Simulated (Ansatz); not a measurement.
# Ba₆LiNb₂IrCl₂O₁₂: field gradients at two levels of theory

Cell: a Materials Project structure (computed, not necessarily an observed phase), taken as it stands.

```cif
data_Ba6LiNb2IrCl2O12
_symmetry_space_group_name_H-M 'C2/m'
_symmetry_Int_Tables_number 12
_cell_length_a 10.6761
_cell_length_b 5.9965
_cell_length_c 15.2194
_cell_angle_alpha 90.000
_cell_angle_beta 95.915
_cell_angle_gamma 90.000
loop_
_atom_site_label
_atom_site_type_symbol
_atom_site_symmetry_multiplicity
_atom_site_Wyckoff_symbol
_atom_site_fract_x
_atom_site_fract_y
_atom_site_fract_z
Ba1 Ba 4 i 0.3293 0.0000 0.3634
Ba2 Ba 4 i 0.3517 0.0000 0.7830
Ba4 Ba 4 i 0.7165 0.0000 0.9012
Li Li 2 b 0.5000 0.0000 0.0000
Nb Nb 4 i 0.0290 0.0000 0.8189
Ir Ir 2 a 0.0000 0.0000 0.0000
Cl Cl 4 i 0.6553 0.0000 0.4242
O13 O 8 j 0.4535 0.7518 0.9087
O14 O 8 j 0.6111 0.7368 0.7606
O17 O 4 i 0.8622 0.0000 0.7552
O21 O 4 i 0.8384 0.0000 0.0694
```

One atom of each set is listed; the run and its k-mesh use a cell of 24 atoms with edges of 6.12, 6.12, 15.22 Å.

First run. Level of theory: DFT, PBE, plane waves and PAW, scalar-relativistic, 420 eV cutoff, Γ-centred 5×5×2 k-points, Fermi–Dirac smearing 0.02 eV (Ansatz 0.2.0).

```
site  V_zz (10²¹ V/m²)     η
 Ba1            -15.90  0.19
 Ba2              9.80  0.48
 Ba4            -12.55  0.58
  Li              0.63  0.03
  Nb             -4.89  0.30
  Ir             12.81  0.35
  Cl             -0.69  0.85
 O13              7.76  0.37
 O14              1.74  0.79
 O17             -2.10  0.34
 O21              8.43  0.28
```

Second run. The same atoms and settings, except that the functional is r2SCAN and the cutoff is 500 eV.

Task: What does the second run give?

Result: 

```
site    V_zz     η  change of V_zz
 Ba1  -16.59  0.19           -0.69
 Ba2   10.40  0.54           +0.60
 Ba4  -12.97  0.56           -0.42
  Li    0.64  0.02           +0.01
  Nb   -5.20  0.26           -0.31
  Ir   11.31  0.64           -1.50
  Cl    0.70  0.02               –
 O13    7.67  0.41           -0.09
 O14    1.66  0.83           -0.08
 O17   -2.05  0.28           +0.05
 O21    8.36  0.31           -0.07
```

The largest change of V_zz along a kept axis is on Ir, from 12.81 to 11.31. In per cent, |V_zz| changes by +3 to +6 on Ba, +2 on Li, +6 on Nb, -12 on Ir, -5 to -1 on O (all sites that start above 0.5, bar those whose gradient vanishes or changes sign or whose main axis turns by over 40°). Where |V_zz| stays above 0.1 and the axes keep their order, η moves most on Ir, from 0.35 to 0.64. On Cl the largest principal value lies along another axis in the second run, so the two V_zz can't be compared directly.

Spin–orbit coupling is left out, which shifts gradients on Ir by a few per cent, and by more where contributions nearly cancel. With these PAW files V_zz is typically within 2 to 3 % of all-electron values, but misses above 10 % occur on Li.
For the first run: The largest force is 0.4 eV/Å, so the atoms aren't at the calculated equilibrium and relaxing them would move these values.
For the second run: The largest force is 0.7 eV/Å, so the atoms aren't at the calculated equilibrium and relaxing them would move these values.
